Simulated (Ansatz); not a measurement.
YS (Fm-3m), two-dimensional strain map

Level of theory: DFT r2SCAN, scalar-relativistic, plane waves, PAW in Ansatz. Settings: plane waves to 500 eV, k-mesh 16×16×16 (Γ-centred), Gaussian smearing 0.15 eV. No spin polarisation. Energies are free energies at this smearing, counted from the undisturbed cell; pressure is positive in compression.

Reference structure (as given, not relaxed at this level; it stands at 2.2 GPa, and it needn't be the usual structure):

```
Y S
1.0
     0.00000    2.74365    2.74365
     2.74365    0.00000    2.74365
     2.74365    2.74365    0.00000
Y S
1 1
Cartesian
  2.7437 2.7437 2.7437
  0.0000 0.0000 0.0000
```

The cell is strained by p along both x and y and by q along z, fractional coordinates fixed. Points are written (p, q).

Energy above the undisturbed cell in meV/atom (a dash: not computed):

| p \ q | -0.030 | -0.015 | 0.000 | 0.015 | 0.030 |
| --- | --- | --- | --- | --- | --- |
| -0.030 | 87.4 | 66.7 | 55.2 | 51.5 | 54.3 |
| -0.015 | 46.7 | 27.5 | 17.5 | 15.4 | 19.7 |
| 0.000 | 25.9 | 8.4 | 0.0 | -0.6 | 5.3 |
| 0.015 | 22.2 | 6.3 | -0.4 | 0.6 | 8.1 |
| 0.030 | 32.9 | 18.6 | 13.6 | 16.3 | 25.4 |

Pressure in GPa:

```
 p \ q  -0.030  -0.015  0.000  0.015  0.030
-0.030    14.3    12.0   10.0    8.3    6.9
-0.015     9.8     7.6    5.8    4.2    2.8
 0.000     6.0     4.0    2.2    0.7   -0.6
 0.015     2.8     0.9   -0.8   -2.2   -3.5
 0.030     0.2    -1.7   -3.3   -4.6   -5.8
```